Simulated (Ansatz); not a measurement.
The elements of this relaxed trial crystal are hidden behind letters.

```
lattice vectors (Å)
  -5.4253    5.4253    5.4253
   5.4253   -5.4253    5.4253
   5.4253    5.4253   -5.4253
fractional positions
X 0.3159 0.3159 0.3159
X 0.0000 0.0000 0.6841
X 0.0000 0.6841 0.0000
X 0.6841 0.0000 0.0000
X 0.6841 0.6841 0.6841
X 0.0000 0.0000 0.3159
X 0.0000 0.3159 0.0000
X 0.3159 0.0000 0.0000
Z 0.5000 0.5000 0.5000
Z 0.1823 0.1823 0.3647
Z 0.1823 0.3647 0.1823
Z 0.3647 0.1823 0.1823
Z 0.8177 0.8177 0.6353
Z 0.0000 0.0000 0.5000
Z 0.0000 0.1823 0.8177
Z 0.1823 0.0000 0.8177
Z 0.8177 0.6353 0.8177
Z 0.0000 0.8177 0.1823
Z 0.0000 0.5000 0.0000
Z 0.1823 0.8177 0.0000
Z 0.6353 0.8177 0.8177
Z 0.8177 0.0000 0.1823
Z 0.8177 0.1823 0.0000
Z 0.5000 0.0000 0.0000
```

Theory: DFT PBE, scalar-relativistic, plane waves, PAW in Ansatz. Plane waves to 420 eV, a 6×6×6 mesh through Γ for the 24-atom cell and 0.10 eV Gaussian smearing; collinear spin.

```
Space group                               : Im-3m (No. 229)
Conventional cell                         : a = 10.851 Å
Volume per atom                           : 26.62 Å³
Density                                   : 1.23 g/cm³
Formation energy                          : −1.97 eV/atom
Gap on the 6×6×6 mesh of the 24-atom cell : 0 eV (a metal)
Net moment per atom                       : 0.25 μB
```

Energies are uncorrected and count from the elements' standard states at the same level.

Question: X is a p-block element of period 3 and Z is a p-block element of period 2. Which elements are they?

Answer: X = Al, Z = O, so the formula is AlO2. Density times volume gives a mean mass of 1.23 × 26.62/1.6605 = 19.7 u per atom, and this set has 19.7 u. Al has 4 O at 1.73–1.75 Å; O on a site of symmetry -3m has 2 Al at 1.73 Å; around O on a site of symmetry mm2 lie 2 Al at 1.75 Å. Other sets within the hints have nearly the same mass, so mass alone doesn't settle it; this one was computed.

The magnetic state reached may not be the lowest. A structure relaxed within its symmetry needn't be a true minimum.
